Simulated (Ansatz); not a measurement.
TiB$_{2}$: from a starting cell to a relaxed one

The start is a generated cell, TiB2 placed in the AlB2 structure type. The cell and all atomic positions are relaxed at zero pressure with r2SCAN (plane waves to 500 eV, PAW, scalar-relativistic; Ansatz, a first-principles code). The first steps use a coarse 9×9×7 k-mesh.

The start:
```yaml
crystal:
  lattice:
    - [3.00055, 0.00000, 0.00000]
    - [-1.50027, 2.59855, 0.00000]
    - [0.00000, 0.00000, 3.24888]
  atoms:
    - { symbol: Ti, position: [0.00000, 0.00000, 0.00000] }
    - { symbol: B, position: [0.33333, 0.66667, 0.50000] }
    - { symbol: B, position: [0.66667, 0.33333, 0.50000] }
```

How large is the pressure on the unrelaxed cell, and of which sign?

+3 GPa (positive: the cell is compressed).

How much energy is released per atom?

Under 0.01 eV/atom.

How does the volume per atom move from start to end?

+0.9 %, from 8.44 to 8.52 Å³/atom.

Is the relaxed structure metallic? Give its gap.

Zero (metallic).

Give the final cell and atomic positions.


Space group P6/mmm (No. 191); a = b = 3.025 Å, c = 3.224 Å, α = β = 90.00°, γ = 120.00°

```
atom  site  symmetry       x       y       z
----  ----  --------  ------  ------  ------
Ti      1a     6/mmm  0.0000  0.0000  0.0000
B       2d      -6m2  0.3333  0.6667  0.5000
```

The space group stays P6/mmm (No. 191) (the run could not lower it); the end is AFLOW prototype AB2_hP3_191_a_d (C32, as in AlB2), with 3 atoms in the primitive cell. Final values are on a 18×18×14 k-mesh of the relaxed cell. No spin polarisation in the result.

The run could not lose the symmetry of its start.

All atoms sit on sites fixed by symmetry, so only the cell could relax.
